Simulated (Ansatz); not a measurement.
**Slab of fcc Ir (111), 6 layers**

The slab is cut from the fcc crystal, the stable phase, as relaxed on PAW files (14.06 Å³/atom), with 16 Å of vacuum and a dipole correction:

```
Ir
1.0
     2.70917    0.00000    0.00000
    -1.35458    2.34621    0.00000
     0.00000    0.00000   27.06010
Ir
6
Direct
  0.16667 0.33333 0.29564
  0.50000 0.00000 0.37738
  0.83333 0.66667 0.45913
  0.16667 0.33333 0.54087
  0.50000 0.00000 0.62262
  0.83333 0.66667 0.70436
```

Computed with Ansatz 0.2.0; functional PBEsol, scalar-relativistic. Settings: a Γ-centred 14×14×1 k mesh, Fermi–Dirac smearing of 0.08 eV, no spin polarisation. Methods: LAPW: all electrons, basis error target 1 meV/atom; PAW: frozen-core files, cutoff 420 eV.

The bulk energy comes from a cell in the slab's orientation on a 14×14×5 mesh. The surface energy is (E(slab) − N·E(bulk))/2A at zero smearing, the mean of both faces; thin slabs carry quantum-size effects.

Spin–orbit coupling is left out, which matters for the heavy atoms. The PAW files were made under PBE.

Problem. As cut, the LAPW slab lies 2.151 eV above 6 atoms of bulk. What surface energy is that?

Solution. Over two faces of 6.36 Å² it is 169.2 meV/Å², and times 16.02 J/m² per eV/Å² that gives γ = 2.711 J/m².

Problem. What do relaxation and the other method give, and what work function comes out?

Solution. 

```csv
method,γ as cut (J/m²),γ relaxed (J/m²),Φ as cut (eV),Φ relaxed (eV)
LAPW,2.711,2.680,5.64,5.62
PAW,2.709,2.677,5.64,5.61
```

Problem. How do the spacings between the planes relax?

Solution. From the bottom face up: d12 -2.1 % of 2.212 Å, d23 -0.4 % of 2.212 Å, d34 +0.3 % of 2.212 Å, d45 -0.4 % of 2.212 Å, d56 -2.1 % of 2.212 Å.

Problem. A field of 0.2 V/Å is applied along the normal, atoms held. What follows?

Solution. LAPW finds an induced dipole of 0.1002 e·Å a cell (PAW 0.1002), that is 14.26 Å for 4πα over the area, against 10.96 Å between the outer atoms.

Problem. A 4f core hole is made on one atom of each kind in every 1×1 cell (PAW hole dataset, neutral cell, valence without spin). What does it cost by layer?

Solution. layer 1 61.14 eV, layer 2 61.75 eV, layer 3 61.70 eV. Shifts between layers mean more than the absolute values, and a whole layer of holes screens otherwise than one hole.
